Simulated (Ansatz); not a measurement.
Si:
```cif
data_Si32
_chemical_formula_sum 'Si32'
_space_group_name_H-M_alt 'Fd-3m :1'
_space_group_IT_number 227
_space_group_name_Hall 'F 4d 2 3 -1d'
_cell_length_a 11.87574
_cell_length_b 11.87574
_cell_length_c 11.87574
_cell_angle_alpha 90.000
_cell_angle_beta 90.000
_cell_angle_gamma 90.000
loop_
_atom_site_label
_atom_site_type_symbol
_atom_site_symmetry_multiplicity
_atom_site_Wyckoff_symbol
_atom_site_fract_x
_atom_site_fract_y
_atom_site_fract_z
_atom_site_occupancy
Si1 Si 32 e 0.07032 0.07032 0.07032 1
```
(The calculation used a cell of 8 atoms; values per cell refer to that cell.)

Relaxed with plane-wave PAW PBE (Ansatz code). Indices refer to the conventional cell of Fd-3m, a = 11.876 Å, b = 11.876 Å, c = 11.876 Å, α = 90.00°, β = 90.00°, γ = 90.00°.

Question: Simulate the powder diffraction pattern (Ag Kα, λ = 0.560885 Å; lines above 1 %) up to 2θ = 30°.

Answer: Simulated powder pattern, Ag Kα, λ = 0.560885 Å (kinematic, ideal powder, no thermal factors, no anomalous dispersion; the 30 strongest lines at most, above 1 %, up to 2θ = 30°):

```json
[
 {"2θ (°)": "4.69", "d (Å)": "6.856", "I/Imax (%)": "100", "hkl": "(111)"},
 {"2θ (°)": "7.66", "d (Å)": "4.199", "I/Imax (%)": "22", "hkl": "(220)"},
 {"2θ (°)": "9.38", "d (Å)": "3.428", "I/Imax (%)": "11", "hkl": "(222)"},
 {"2θ (°)": "10.84", "d (Å)": "2.969", "I/Imax (%)": "1.0", "hkl": "(400)"},
 {"2θ (°)": "11.82", "d (Å)": "2.724", "I/Imax (%)": "8.8", "hkl": "(331)"},
 {"2θ (°)": "14.10", "d (Å)": "2.285", "I/Imax (%)": "9.9", "hkl": "(333)+(511)"},
 {"2θ (°)": "16.06", "d (Å)": "2.007", "I/Imax (%)": "7.7", "hkl": "(531)"},
 {"2θ (°)": "16.29", "d (Å)": "1.979", "I/Imax (%)": "19", "hkl": "(442)"},
 {"2θ (°)": "17.18", "d (Å)": "1.878", "I/Imax (%)": "9.2", "hkl": "(620)"},
 {"2θ (°)": "17.82", "d (Å)": "1.811", "I/Imax (%)": "6.9", "hkl": "(533)"},
 {"2θ (°)": "18.02", "d (Å)": "1.790", "I/Imax (%)": "2.0", "hkl": "(622)"},
 {"2θ (°)": "19.42", "d (Å)": "1.663", "I/Imax (%)": "11", "hkl": "(711)+(551)"},
 {"2θ (°)": "20.90", "d (Å)": "1.546", "I/Imax (%)": "3.1", "hkl": "(553)+(731)"},
 {"2θ (°)": "21.78", "d (Å)": "1.484", "I/Imax (%)": "3.2", "hkl": "(800)"},
 {"2θ (°)": "22.46", "d (Å)": "1.440", "I/Imax (%)": "2.8", "hkl": "(644)"},
 {"2θ (°)": "23.12", "d (Å)": "1.400", "I/Imax (%)": "5.5", "hkl": "(660)+(822)"},
 {"2θ (°)": "23.60", "d (Å)": "1.371", "I/Imax (%)": "3.3", "hkl": "(751)+(555)"},
 {"2θ (°)": "24.85", "d (Å)": "1.304", "I/Imax (%)": "2.7", "hkl": "(911)+(753)"},
 {"2θ (°)": "25.00", "d (Å)": "1.296", "I/Imax (%)": "1.6", "hkl": "(842)"},
 {"2θ (°)": "27.18", "d (Å)": "1.194", "I/Imax (%)": "5.6", "hkl": "(771)+(933)"},
 {"2θ (°)": "27.87", "d (Å)": "1.165", "I/Imax (%)": "3.9", "hkl": "(862)+(10 2 0)"},
 {"2θ (°)": "28.41", "d (Å)": "1.143", "I/Imax (%)": "2.1", "hkl": "(10 2 2)+(666)"},
 {"2θ (°)": "29.34", "d (Å)": "1.107", "I/Imax (%)": "2.6", "hkl": "(953)"}
]
```

The start of the workflow was typed in or built on a structure type. Its sites differ from those of the usual phase in this space group: another stacking or structure type. The cell was relaxed with PBE under the symmetry of its start; its stability against distortions is not shown here. The volume moved by 44 % from the start of the relaxation.

Potentials: the later of the program's two PAW sets.
